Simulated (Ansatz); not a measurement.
Method: DFT PBE, scalar-relativistic, plane waves, PAW in Ansatz. All cells share a 420 eV cutoff and Γ-centred k meshes spaced at most about 0.3 Å⁻¹ (about 0.25 or finer for metals, 2π included). No spin polarisation in the final relaxations.

All energies are static (0 K, no zero-point motion). All come from trial cells, and lower structures may exist.

Question: Order these relaxed structures of Mg₂BeSeO₂ by energy, lowest first, with the energy over the lowest of them.
A.

```
CELL_PARAMETERS angstrom
2.69470 -6.18818 0.00000
2.69470 6.18818 0.00000
0.00000 0.00000 2.81394
ATOMIC_POSITIONS crystal
Mg 0.77326 0.22674 0.00000
Mg 0.22674 0.77326 0.00000
Be 0.50000 0.50000 0.50000
Se 0.00000 0.00000 0.00000
O 0.50000 0.00000 0.50000
O 0.00000 0.50000 0.50000
```

B.

```
CELL_PARAMETERS angstrom
3.50656 0.00000 0.00000
0.00000 3.50656 0.00000
0.00000 0.00000 5.87961
ATOMIC_POSITIONS crystal
Mg 0.00000 0.00000 0.77486
Mg 0.00000 0.00000 0.22514
Be 0.50000 0.50000 0.00000
Se 0.50000 0.50000 0.50000
O 0.00000 0.50000 0.00000
O 0.50000 0.00000 0.00000
```

C.

```
CELL_PARAMETERS angstrom
3.06557 0.00000 0.00000
0.00000 3.06557 0.00000
0.00000 0.00000 10.03276
ATOMIC_POSITIONS crystal
Mg 0.50000 0.00000 0.60169
Mg 0.00000 0.50000 0.39831
Be 0.50000 0.50000 0.00000
Se 0.00000 0.00000 0.00000
O 0.50000 0.00000 0.39236
O 0.00000 0.50000 0.60764
```

Answer: B (0 meV/atom), C (251 meV/atom), A (628 meV/atom). Forms: B P4/mmm; C P-4m2; A Cmmm. Counting O or Se atoms around Be and Mg (for each partner element, those within 1.25 times its shortest distance or 1.15 times the sum of covalent radii, where it is the nearest in units of that sum or under 1.3; a plus sign parts groups by distance over the sum of covalent radii; the shortest distance is added where it exceeds 1.18 times the sum of covalent radii): B has Mg 8, Be 4; C has Mg 5, Be 4; A has Mg 4+1, Be 4 from 3.0 Å.

No dispersion correction is applied, so the spacing and binding between layers, chains or molecules are poorly described (P-4m2), and this can change margins and order among such cells. A magnetic state wasn't ruled out in cells without spin, among them P-4m2, Cmmm. Cells relaxed within their symmetry can be saddle points. Some structure types and database cells were kept out of the candidates from the start, so a known form may be missing.
